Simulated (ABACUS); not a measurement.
A self-consistent single point of InSb (F-43m, 8 atoms in the cell; from Materials Project mp-20012, changed as shown).

```
InSb
1.0
    6.50056     0.00000     0.00000
    0.00000     6.50056     0.00000
    0.00000     0.00000     6.50056
In Sb
4 4
Direct
  0.00000   0.00000   0.00000
  0.00000   0.50000   0.50000
  0.50000   0.00000   0.50000
  0.50000   0.50000   0.00000
  0.25000   0.25000   0.75000
  0.25000   0.75000   0.25000
  0.75000   0.25000   0.25000
  0.75000   0.75000   0.75000
```

All values come from this method and carry its errors: LDA (PW92), PseudoDojo 0.4 standard norm-conserving LDA (tails mended) pseudopotentials (plane waves; ABACUS).

ABACUS settings:

KPT: MP 3 3 3 0 0 0
basis_type: pw
dft_functional: PWLDA
ecutwfc: 84 Ry
smearing_method: fd
smearing_sigma: 0.00999582 Ry
potentials: PseudoDojo 0.4 standard norm-conserving LDA (tails mended)
symmetry: 1
symmetry_prec: 1e-05
ks_solver: dav
scf_nmax: 100
scf_thr: 1.0e-09 Ry
mixing_type: broyden

Results:

| Item | Value |
|---|---|
| Number of valence electrons | 112 |
| Number of bands | 68 |
| Number of k-points after the program's reduction | 4 |
| Number of plane waves (most at a k-point) | 24165 |
| Number of SCF iterations | 7 |
| FFT grid | 72 × 72 × 72 |
| Free energy E − TS | -17084.3481 eV |
| Fermi level (on the code's own zero) | 7.33 eV |
| Pressure | -0.93 GPa |

Stress (GPa, positive for compression):
```
-0.93   0.00   0.00
 0.00  -0.93   0.00
 0.00   0.00  -0.93
```

For comparison: a first run was changed to give this one (lattice scaled by 0.98), and from it to this one the free energy goes down by 27.8 meV/atom and the pressure goes from -3.10 to -0.93 GPa.

The structure comes from a collection of computed structures, made at another level of theory; the collection holds predicted forms beside known ones. No clean gap shows at this smearing width and mesh (spacing up to 0.32 Å⁻¹); the mesh is coarse for partly filled bands, so the values carry mesh errors. Semi-local functionals can close small gaps.

Cost on one core: about 70 core-seconds (a rough figure).

“Tails mended”: in these copies of the files the far tail of each local potential was reset to the Coulomb form.
